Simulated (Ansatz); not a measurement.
CaZrN₂:
```
CaZrN2
1.0
    1.64299     0.94858     5.55581
   -1.64299     0.94858     5.55581
    0.00000    -1.89716     5.55581
Ca Zr N
1 1 2
Direct
  0.00000   0.00000   0.00000
  0.50000   0.50000   0.50000
  0.23853   0.23853   0.23853
  0.76147   0.76147   0.76147
```

Cartesian axes are those of the cell as given.

Question: Give the high-frequency dielectric tensor and the Born effective charge tensors of the independent atoms from DFPT, plane-wave PAW PBEsol (Ansatz code).

Answer: 
ε∞:
```
11.5  0.00  0.00
0.00  11.5  0.00
0.00  0.00  9.27
```
Z* of atom 1 (Ca), rows: field, columns: displacement, in e:
```
2.38  0.00  0.00
0.00  2.38  0.00
0.00  0.00  3.64
```
Z* of atom 2 (Zr), rows: field, columns: displacement, in e:
```
6.64  0.00  0.00
0.00  6.64  0.00
0.00  0.00  3.63
```
Z* of atom 3 (N), rows: field, columns: displacement, in e:
```
-4.51   0.00   0.00
 0.00  -4.51   0.00
 0.00   0.00  -3.64
```

Space group R-3m. The workflow started from a Materials Project entry (that database holds measured and hypothetical structures alike); the Crystallography Open Database copy checked does not list it. Its standing as an ambient phase is unchecked. Symmetry was held in the PBEsol relaxation; its stability against distortions is not shown here. The run is not spin-polarised. Scalar-relativistic: spin–orbit coupling is off unless named, which matters more the heavier the elements.

Potentials: the later of the program's two PAW sets.
